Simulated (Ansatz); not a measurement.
## AlNi: from a starting cell to a relaxed one

The start is a relaxed AlNi cell, doubled along one cell vector, shaken by Gaussian noise of σ = 0.08 Å a coordinate. The structure is fully relaxed (lattice and positions, P = 0) with r2SCAN (plane waves to 500 eV, PAW, scalar-relativistic; Ansatz, an electronic-structure program). The first steps use a coarse 6×11×6 k-mesh.

Starting cell:
```
CELL_PARAMETERS angstrom
      6.12185     0.00000     0.00000
      0.00000     3.06092     0.00000
      0.00000     0.00000     5.24243
ATOMIC_POSITIONS crystal
  Al 0.24530 0.04248 0.66235
  Al 0.75272 0.98535 0.66532
  Al 0.97684 0.53618 0.35288
  Al 0.49303 0.46935 0.34473
  Ni 0.22601 0.96357 0.16142
  Ni 0.75761 0.04091 0.14193
  Ni 0.98553 0.48877 0.85293
  Ni 0.48596 0.50740 0.87570
```

**Question.** Which atoms feel the largest initial force, and how large is it?

**Answer.** 1.36 eV/Å, on Al2 (atoms numbered as listed).

**Question.** By how much does the energy per atom fall from start to end?

**Answer.** 0.08 eV/atom.

**Question.** Does it find its way back to the structure it was made from?

**Answer.** It does not go back: it reaches Pmmn (No. 59), 0.02 eV/atom below the parent.

**Question.** How do the shortest distances between atoms change?

**Answer.** The closest pairs of elements (up to four, under 3.6 Å), start → end: Al–Ni 2.25 → 2.44 Å; Ni–Ni 2.47 → 2.69 Å; Al–Al 2.54 → 2.69 Å.

**Question.** Write out the relaxed structure.

**Answer.** 
Space group Pmmn, origin choice 1 (No. 59); a = 2.695 Å, b = 3.584 Å, c = 5.055 Å, α = 90.00°, β = 90.00°, γ = 90.00°

```tsv
atom	site	symmetry	x	y	z
Al	2a	mm2	0.0000	0.0000	0.1607
Ni	2a	mm2	0.0000	0.0000	0.6473
```

Final values are on a 17×13×9 k-mesh of the relaxed cell. No spin polarisation in the result. A magnetic state may lie lower.

The relaxed structure here is a generated cell of AlNi: the first start was made by placing the elements on the sites of a structure type, and the end was not matched to a known phase here, so it may be hypothetical. Known forms of AlNi include space group No. 221.
